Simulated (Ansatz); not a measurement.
Ansatz 0.2.0, single run: Ba2LuRuN6

Run with:

```bash
ansatz run input.yaml --threads 1 --pin off --max-ram 2560MiB --backend cpu --events-out ev --progress --plain --runs-dir out
```

input.yaml:

```yaml
crystal:
  lattice:
    - [0.0, 4.20074, 4.20074]
    - [4.20074, 0.0, 4.20074]
    - [4.20074, 4.20074, 0.0]
  atoms:
    - { symbol: Lu, position: [0.0, 0.0, 0.0] }
    - { symbol: "N", position: [0.7369, 0.2631, 0.2631] }
    - { symbol: "N", position: [0.2631, 0.7369, 0.2631] }
    - { symbol: "N", position: [0.2631, 0.7369, 0.7369] }
    - { symbol: "N", position: [0.7369, 0.2631, 0.7369] }
    - { symbol: "N", position: [0.2631, 0.2631, 0.7369] }
    - { symbol: "N", position: [0.7369, 0.7369, 0.2631] }
    - { symbol: Ru, position: [0.5, 0.5, 0.5] }
    - { symbol: Ba, position: [0.25, 0.25, 0.25] }
    - { symbol: Ba, position: [0.75, 0.75, 0.75] }
  symmetry: { tolerance: 0.0003 }
kpoints:
  mp_grid: { grid: [4, 4, 4], shift: [0, 0, 0] }
magnetization:
  spin_polarized: false
scf:
  occupations: { method: fermi_dirac }
hamiltonian:
  pseudopotentials: { kind: paw }
  xc: lda
basis:
  ecutwfc: 420
output:
  forces: true
  stress: true
  eigenvalues: true
  write_density: true
  write_potential: true
  elf: true
  volumetric_format: npy
```

Origin of the cell: a known structure type with other elements, at an estimated volume, so it need not be a known compound.

The smearing width isn't typed, so it takes its default of 0.1 eV.

Output (shortened):

```
Pseudopotentials: kind: paw
Pseudopotential: Lu, paw, valence charge 25, recommended cutoff 420 eV (normal), Lu.paw.azcp
Pseudopotential: N, paw, valence charge 5, recommended cutoff 420 eV (normal), N.paw.azcp
Pseudopotential: Ru, paw, valence charge 16, recommended cutoff 420 eV (normal), Ru.paw.azcp
Pseudopotential: Ba, paw, valence charge 10, recommended cutoff 420 eV (normal), Ba.paw.azcp
Functional definition: SPW92
  exchange = slater_x
  correlation = pw_c
Crystal: 10 atoms, lattice volume = 148.254 Å³
Basis set: ecut = 420 eV, 2891 PW (Γ)
Bands: 56, of which v1, the nominal top of the filled ones, is band 46 counted from 1 (45 counted from 0)
Symmetry: 48 space group operations
Space group: Fm-3m (ITA 225), of the structure as read, at distance tolerance 1.6e-3 Å
k-points: 8 of 64
[… 12 lines left out …]
Initial density: superposition of atomic densities (neutral atoms: chi_scale 0, normalization atom), corrected by the library's trained network
Functional: x = slater, c = lda
SCF iter   1: F=—  HF=-34054.412192 eV  Δρ=1.43e-2  dr2=3.05e-1  defer=3
SCF iter   2: F=—  HF=-34054.350209 eV  Δρ=6.41e-3  dr2=6.88e-2  defer=11
SCF iter   3: F=—  HF=-34054.338948 eV  Δρ=2.25e-3  dr2=9.20e-3  defer=11
SCF iter   4: F=—  HF=-34054.337442 eV  Δρ=8.05e-4  dr2=1.11e-3  defer=11
SCF iter   5: F=—  HF=-34054.337457 eV  Δρ=1.72e-4  dr2=6.89e-5  defer=13
SCF iter   6: F=—  HF=-34054.337423 eV  Δρ=1.00e-4  dr2=9.50e-6  defer=13
SCF iter   7: F=—  HF=-34054.337421 eV  Δρ=2.04e-5  dr2=1.42e-6  defer=13
SCF iter   8: F=—  HF=-34054.337420 eV  Δρ=9.93e-6  dr2=3.08e-7  defer=13
SCF iter   9: F=-34054.337420 eV  HF=-34054.337420 eV  Δρ=3.36e-6  dr2=3.05e-8
SCF 1 converged in 9 iterations: F = -34054.337420 eV  dr2 = 3.05e-8
SCF converged after 9 iterations
Free energy (F): -34054.337420 eV
Harris-Foulkes:  -34054.337420 eV  (|F-HF|=6.99e-8)
Internal energy: -34054.037239 eV  (E = F + TS)
E sigma→0 (E₀):  -34054.187329 eV
Entropy (-TS):   -0.300181 eV (-30.018 meV/atom)
Fermi energy:    10.861845 eV
--- Per-component energies (eV) ---
  E_band       = -185.300223
  E_kinetic    = 2028.979192
  E_local      = -11439.719835  (includes V_loc(G=0)·N_el)
  E_nonlocal   = 1326.130217
  E_hartree    = 4590.173089
  E_xc         = -1092.395659
  E_vxc        = -1218.891070  (∫ρ·V_xc dr)
  E_paw        = -21289.327378  (= ΣΔE_a)
  E_vpaw       = -62.158039  (= ΣTr[D̂ρ^β])
  E_aug_tail   = 0.000298  (compensation charges beyond the density's cutoff)
  E_ewald      = -8181.812778
  E_core_change = 3.935615  (= ΣΔE_core)
  E_smearing   = -0.300181  (= −TS)
  Σ components = -34054.337420   (vs F -34054.337420, Δ=0.00e0)
--- Forces (eV/Å), atoms counted from 1 ---
  atom   1  Lu    -0.000000     0.000000     0.000000
  atom   2  N      0.910422    -0.000000     0.000000
  atom   3  N     -0.000000     0.910422    -0.000000
  atom   4  N     -0.910422    -0.000000    -0.000000
  atom   5  N     -0.000000    -0.910422     0.000000
  atom   6  N      0.000000     0.000000     0.910422
  atom   7  N      0.000000    -0.000000    -0.910422
  atom   8  Ru     0.000000    -0.000000     0.000000
  atom   9  Ba     0.000000    -0.000000    -0.000000
  atom  10  Ba     0.000000    -0.000000    -0.000000
  max |Σ_I F_I| component: 8.89e-16 eV/Å
--- Stress (GPa, compression-positive) ---
       -8.945522      -0.000000       0.000000
        0.000000      -8.945522       0.000000
        0.000000       0.000000      -8.945522
  P = ⅓ Tr σ = -8.9455 GPa (-89.455 kbar)
```

Caveats: no moments, though an odd count or open d shells may carry them; no spin-orbit coupling, though heavy elements are present; the k mesh is coarse if the cell is a metal.

Time: 7.9 s of wall time on 1 CPU thread(s) of a shared host, from the program's own first density.
